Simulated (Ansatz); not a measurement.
Be4TeS3 (ordering on zincblende) by several functionals

All numbers come from the PAW code Ansatz. (Calculated; non-magnetic; the phase may be known or hypothetical.)

Be4TeS3 as one 8-atom ordering (R3m) on the zincblende lattice, relaxed with r2SCAN. It is trigonal, R3m (No. 160); conventional cell a = 3.595 Å, c = 35.154 Å, 16.39 Å³ an atom. S is surrounded by 4 Be at 2.08–2.18 Å; S is surrounded by 4 Be at 2.11–2.18 Å; S is surrounded by 4 Be at 2.11–2.17 Å; Te is surrounded by 4 Be at 2.31–2.44 Å; Be is surrounded by 4 S at 2.11–2.18 Å; Be is surrounded by 3 S at 2.17 Å and 1 Te at 2.44 Å; Be is surrounded by 1 S at 2.08 Å and 3 Te at 2.31 Å.

```cif
data_structure
_symmetry_space_group_name_H-M 'P 1'
_symmetry_Int_Tables_number 1
_cell_length_a 11.9004
_cell_length_b 11.9004
_cell_length_c 11.9004
_cell_angle_alpha 17.374
_cell_angle_beta 17.374
_cell_angle_gamma 17.374
_cell_volume 131.13
loop_
_atom_site_label
_atom_site_type_symbol
_atom_site_fract_x
_atom_site_fract_y
_atom_site_fract_z
_atom_site_occupancy
S1 S 0.00449 0.00449 0.00449 1
S2 S 0.74982 0.74982 0.74982 1
S3 S 0.49528 0.49528 0.49528 1
Te1 Te 0.24976 0.24976 0.24976 1
Be1 Be 0.68984 0.68984 0.68984 1
Be2 Be 0.43527 0.43527 0.43527 1
Be3 Be 0.18024 0.18024 0.18024 1
Be4 Be 0.94530 0.94530 0.94530 1
```

Relaxed lattice by functional, symmetry kept:
```tsv
functional	k mesh	a (Å)	c (Å)	volume (Å³/atom)
PBE	8×8×8	3.599	35.214	16.46
r2SCAN	8×8×8	3.595	35.154	16.39
```

On this one geometry the levels give:

| level | k mesh | gap (eV) | kind | edges | least direct gap (eV) | rough cost |
| --- | --- | --- | --- | --- | --- | --- |
| PBE | 8×8×8 | 0.92 | indirect | Γ → F | 2.36 | 90 core-seconds |
| PBE+SOC | 8×8×8 | 0.64 | indirect | Γ → F | 2.07 | 6 core-minutes |
| r2SCAN | 8×8×8 | 1.21 | indirect | Γ → F | 2.81 | 110 core-seconds |
| HSE06 | 6×6×6 | 1.58 | indirect | Γ → F | 3.18 | 50 core-minutes |
| PBE0 | 6×6×6 | 2.26 | indirect | Γ → F | 3.86 | 50 core-minutes |

PBE, PBE+SOC: smearing of 0.02 eV; the others have fixed occupations.
Wave cutoffs: 420 eV, 500 eV (r2SCAN).
Costs come from shared machines and give only the order; PBE's includes the band path. The runs had 4 threads of Arm Neoverse N1 (shared host).

With HSE06 the valence top lies at Γ and the conduction bottom at F, 1.58 eV higher; the smallest vertical gap, at Γ, is 3.18 eV. Spin-orbit coupling changes the PBE gap by -0.28 eV, to 0.64 eV.

r2SCAN covers 44 % of the step from PBE to HSE06, while HSE06 needs about 28 times r2SCAN's cost (on a coarser mesh). Spin-orbit coupling moves the least or the direct gap by up to 0.28 eV, so it has to be included where a tenth of an eV counts. Among these functionals the gap stays indirect.

Only the levels marked +SOC include spin-orbit coupling.
